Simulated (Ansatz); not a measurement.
K$_{2}$Te:
```cif
data_K2Te
_chemical_formula_sum 'K2 Te1'
_space_group_name_H-M_alt 'P 1'
_space_group_IT_number 1
_cell_length_a 5.72205
_cell_length_b 5.72205
_cell_length_c 5.72205
_cell_angle_alpha 60.000
_cell_angle_beta 60.000
_cell_angle_gamma 60.000
loop_
_space_group_symop_operation_xyz
  'x, y, z'
loop_
_atom_site_label
_atom_site_type_symbol
_atom_site_fract_x
_atom_site_fract_y
_atom_site_fract_z
_atom_site_occupancy
K1 K 0.75000 0.75000 0.75000 1
K2 K 0.25000 0.25000 0.25000 1
Te1 Te 0.00000 0.00000 0.00000 1
```

Relaxed with PBEsol. DFT-PBEsol in the program Ansatz with PAW potentials gives a gap of 2.16 eV.

Q: What gap does HSE06 give on the same cell (Ansatz, PAW)?

A: 3.02 eV, 0.86 eV more. The hybrid was solved on a coarser mesh and at special points; the gap given is the minimum over both.

| k | v1 PBEsol | c1 PBEsol | v1 HSE06 | c1 HSE06 |
|---|---|---|---|---|
| Γ | -0.06 | 2.16 | -0.06 | 3.02 |
| X | -0.02 | 3.07 | (withheld) | (withheld) |
| L | 0.00 | 4.02 | (withheld) | (withheld) |
| W | -0.05 | 3.38 | (withheld) | (withheld) |
| K | -0.01 | 3.37 | (withheld) | (withheld) |

Q: Top valence (v1) and lowest conduction level (c1) in eV from each method's valence maximum (which need not be a listed point): supply the withheld HSE06 values.

A: 
- X, v1 HSE06: -0.03
- X, c1 HSE06: 3.88
- K, v1 HSE06: -0.01
- K, c1 HSE06: 4.20
- L, v1 HSE06: 0.00
- L, c1 HSE06: 4.93
- W, v1 HSE06: -0.06
- W, c1 HSE06: 4.22

Cost on shared cores: the PBEsol run (SCF on a 6×6×6 mesh, then bands and DOS) around 18 core-seconds (rough), the HSE06 run (SCF on 5×5×5, then a few points) around 3 core-minutes (rough); the tasks are unlike.

Space group Fm-3m (anti-fluorite). The workflow started from a Materials Project entry (that database holds measured and hypothetical structures alike); the Crystallography Open Database files this formula in space group No. 225, but the cells were not matched. Its standing as an ambient phase is unchecked. Symmetry was held in the PBEsol relaxation; its stability against distortions is not shown here. Spin–orbit coupling is left out wherever it is not named.

Potentials: the later of the program's two PAW sets.
